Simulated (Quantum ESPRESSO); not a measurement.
# Planted mistakes on one cell of MgGa3P3Se

Calculated results; nothing here was measured. They come from pw.x of Quantum ESPRESSO 7.5, a plane-wave density functional program, with PseudoDojo standard norm-conserving files (v0.5 for PBE, v0.4.1 for LDA and PBEsol). The cells are made up: elements, strain and atom displacements were drawn at random, and nothing was relaxed. There is no spin polarisation, spin-orbit coupling or dispersion term.

The cell has 8 sites of a zincblende or diamond lattice. Sites 1 to 4 hold Mg Ga Ga Ga; sites 5 to 8 hold P P P Se. Cell vectors in Å: (5.550, 0.009, 0.041); (0.009, 5.495, 0.015); (0.041, 0.015, 5.497). Settings: PBE, cutoff 1170 eV, 4 x 4 x 4 k mesh shifted by half a step, Fermi-Dirac smearing of 0.025 eV.

The intended run has a self-consistency threshold of 1e-07 eV, a smearing term of 0.000 eV, a pressure of 7.00 GPa and 10 iterations. Each further run changes one thing: all lengths scaled by 0.9838; atoms of sites 5 and 8 exchanged; cutoff 783 eV; files of PBEsol; k mesh 1 x 1 x 1; one electron removed; smearing 0.37 eV; threshold 0.9 eV. A coarse mesh keeps the shift, and a charged cell sits in a uniform background.

```
run,change of free energy (eV),smearing term -TS (eV),change of P (GPa),largest change of a force component (eV/Å),iterations
A,-0.446,0.000,-0.38,2.221,10
B,6.848,0.000,-58.51,0.017,10
C,0.077,0.000,-0.13,1.906,3
D,7.743,0.000,6.33,0.590,12
E,-0.111,-0.428,0.29,0.115,10
F,0.469,0.000,4.91,0.271,10
G,16.226,0.000,-2.80,0.117,10
H,-7.080,-0.011,-11.66,0.391,11
```

A rerun of the intended cell at 1467 eV and k mesh 6 x 6 x 6 moved values by no more than 0.008 eV in the cell's energy, 0.02 GPa in stress and 0.003 eV/Å in force.

Question: which change belongs to which run?

## Worked reading

Run C has the fewest iterations, as a run stopped early does. Run E has the largest smearing term, as wide smearing gives. Run B has a higher energy and the largest fall in pressure, as too small a basis gives. Run F changes the volume by a factor of 0.9522; minus its pressure change over the logarithm of that factor, 100 GPa, is a rough bulk modulus with clamped atoms. Energies from files of another functional, or of a charged cell, have another zero and say nothing on stability; the pressure of a charged cell rests on the program's zero of potential too.

## Key

```
run,change
A,atoms of sites 5 and 8 exchanged
B,cutoff 783 eV
C,threshold 0.9 eV
D,k mesh 1 x 1 x 1
E,smearing 0.37 eV
F,all lengths scaled by 0.9838
G,files of PBEsol
H,one electron removed
```